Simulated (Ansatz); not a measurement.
**Two states of GdCo₃B₂**

```
Co Gd B
1.0
     2.52912    4.40273    0.00809
    -2.52649    4.40121   -0.02178
     0.01783   -0.00472    3.01101
Co Gd B
3 1 2
Direct
  0.51005 0.48889 0.53197
  0.48241 0.01451 0.49364
  0.99289 0.50618 0.48606
  0.99631 0.01663 0.02162
  0.34743 0.35051 0.96962
  0.68827 0.66255 0.02574
```

Level: r2SCAN, with U_eff = 5.81 eV on Co d, U_eff = 6.26 eV on Gd f (all-electron-ortho-atomic projectors); 500 eV; 4×4×6 (shifted by 0, 0.5, 0 steps) mesh; fermi-dirac occupations (width 0.0398 eV); Ansatz 0.2.0, fixed geometry.

State A: Co1 up, Co2 down, Co3 up, Gd4 down (collinear spin). State B: Co1 up, Co2 down, Co3 down, Gd4 up (collinear spin).

Question: Compare the two self-consistent states.

Answer: State B is lower by 6.8 meV an atom at zero smearing. So small a gap isn't resolved on this mesh where a state is a metal.

| state | free energy (meV/atom) | largest moment in a small sphere (μB) | net moment (μB/cell) | gap on mesh (eV) | pressure (GPa) | largest force (eV/Å) |
| --- | --- | --- | --- | --- | --- | --- |
| A | 6.8 | 7.26 | 6.12 | metal | 26.8 | 2.72 |
| B | 0.0 | 7.24 | 5.87 | metal | 26.4 | 2.56 |

Origin: a strained cell with displaced atoms, so it need not be a known compound. Caveats: the k mesh is coarse if the cell is a metal; atoms or cell far from equilibrium.
